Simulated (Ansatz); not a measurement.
A relaxed cell of Fe (Im-3m (No. 229)), relaxed on a k-mesh at least as fine as the one used below. Level of theory: r2SCAN (plane waves to 500 eV, PAW, scalar-relativistic; Ansatz, a first-principles code). Γ-centred k-mesh 16×16×8 on the run's cell (coarser than for final values), Fermi–Dirac smearing 0.05 eV.

```xyz
2
Lattice="-1.4325 1.4325 1.4325 1.4325 -1.4325 1.4325 2.8650 2.8650 -2.8650" Properties=species:S:1:pos:R:3 pbc="T T T"
Fe     0.0000     0.0000     0.0000
Fe     1.4325     1.4325    -1.4325
```
Spin-polarised start, with parallel moments on Fe.

The atoms are displaced by (Å):

| atom | ux | uy | uz |
|---|---|---|---|
| Fe1 | 0.139 | 0.167 | -0.041 |
| Fe2 | 0.105 | 0.129 | -0.141 |

Q: What forces (eV/Å) and pressure result?

A: 
| atom | Fx | Fy | Fz |
|---|---|---|---|
| Fe1 | -0.32 | -0.33 | -0.60 |
| Fe2 | 0.32 | 0.33 | 0.60 |

Pressure +0.3 GPa.

Spin state reached: ferromagnetic (net 2.64 μB/atom), from parallel starting moments; other spin orders were not run from this start. r2SCAN tends to overstate moments in metals.

The run that gave the undisplaced cell could not lose the symmetry of its start; a randomly shaken copy of 2 atoms returns to this structure.
